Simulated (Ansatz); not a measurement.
What strain does to Na2ClF (ordering on rocksalt)

Na2ClF, ordered on the rocksalt lattice (R-3m) with 4 atoms a cell, relaxed with r2SCAN in the plane-wave code Ansatz. The symmetry is R-3m (No. 166, trigonal); a = 3.621 Å, c = 17.762 Å in the conventional setting, 16.81 Å³ an atom. F is surrounded by 6 Na at 2.43 Å; Cl is surrounded by 6 Na at 2.71 Å; Na is surrounded by 3 F at 2.43 Å and 3 Cl at 2.71 Å.

The axes x, y and z are those of this cell:
```
F Cl Na
1.0
     1.81069    1.04540    5.92066
    -1.81069    1.04540    5.92066
     0.00000   -2.09080    5.92066
F Cl Na
1 1 2
Direct
  0.00000 0.00000 0.00000
  0.50000 0.50000 0.50000
  0.26344 0.26344 0.26344
  0.73656 0.73656 0.73656
```

Unstrained: With PBE the gap is 4.339 eV and direct, at Γ. r2SCAN gives a direct gap of 5.018 eV at Γ. With HSE06 the gap is 5.778 eV and direct, at Γ. Meshes: PBE 8×8×8, r2SCAN 8×8×8, HSE06 6×6×6. Strains are changes of length per length. After each strain the atoms were relaxed again with r2SCAN within the symmetry that the strain leaves, so tilts or polar shifts that break it weren't tested; points keep the names that they have in the unstrained zone. The calculation is spin-unpolarised, and the structure need not be a phase that has been made.

Changes of the least gap in eV (an overlap counts as a negative gap):

| strain | volume change (%) | space group | PBE | r2SCAN | HSE06 | energy rise, r2SCAN (meV/atom) |
| --- | --- | --- | --- | --- | --- | --- |
| biaxial -0.71 % in x and y, z held | -1.4 | R-3m | -0.004 | -0.007 | -0.002 | 0.5 |
| uniaxial -1.44 % along z | -1.4 | R-3m | +0.101 | +0.107 | – | 0.7 |

Biaxial -0.71 % in x and y, z held. HSE06: the gap goes from 5.778 to 5.776 eV (-0.002 eV); with r2SCAN the top three valence levels at Γ, grouped 2+1 from the top over 1138 meV, become 2+1 over 1209 meV. Stress change with r2SCAN, compression positive: xx +0.64, yy +0.64, zz +0.34 GPa.

Uniaxial -1.44 % along z, other directions held. r2SCAN: the gap goes from 5.018 to 5.125 eV (+0.107 eV); with r2SCAN the top three valence levels at Γ, grouped 2+1 from the top over 1138 meV, become 2+1 over 1078 meV. Stress change with r2SCAN, compression positive: xx +0.35, yy +0.35, zz +0.87 GPa.

The splittings at Γ are without spin-orbit coupling, which regroups them where it is of like size or larger.
